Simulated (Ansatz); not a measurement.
Consider a crystal of Sc2AlN3 in space group I4/mmm (No. 139), with Sc on 4d; Al on 2b; N on 4c and 2a.

These are results of DFT PBE, scalar-relativistic, plane waves, PAW (Ansatz 0.2.0), not measurements. Cutoff 420 eV, Γ-centred mesh, Gaussian smearing, no spin polarisation.

Formation energies are uncorrected and refer to the elements' standard structures at the same level (N₂ as a molecule).

Question: Give the relaxed lattice parameters and positions.

Answer:

Space group I4/mmm (No. 139). a = 4.221 Å, b = 4.221 Å, c = 8.469 Å, α = 90.00°, β = 90.00°, γ = 90.00°
| atom | site | symmetry | x | y | z |
| --- | --- | --- | --- | --- | --- |
| Sc | 4d | -4m2 | 0.0000 | 0.5000 | 0.2500 |
| Al | 2b | 4/mmm | 0.5000 | 0.5000 | 0.0000 |
| N | 4c | mmm. | 0.0000 | 0.5000 | 0.0000 |
| N | 2a | 4/mmm | 0.0000 | 0.0000 | 0.0000 |

Around Sc lie 2 N at 2.12 Å, 4 Sc at 2.98 Å, 4 Al at 2.99 Å and 4 N at 2.99 Å; Al has 4 N at 2.11 Å, 4 N at 2.98 Å and 8 Sc at 2.99 Å; around N on a site of symmetry mmm lie 2 Al at 2.11 Å, 2 N at 2.11 Å and 2 Sc at 2.12 Å; N on a site of symmetry 4/mmm has 4 N at 2.11 Å (long contacts). Another local minimum with the same sites may exist.

Question: And its energy and gap?

Answer: The energy over the elements is +0.30 eV/atom and the gap on the 12×12×12 mesh of the 6-atom cell is 0 eV (a metal). It can't be a ground state, since the elements alone are lower.

The last run used Gaussian smearing of 0.10 eV. The cell is a metal run without spin; a magnetic state may lie lower. A structure relaxed within its symmetry needn't be a true minimum. Another cell of Sc2AlN3 relaxed alike, in P-3m1, lies 1.89 eV/atom lower, so this cell isn't the stable form at this level.
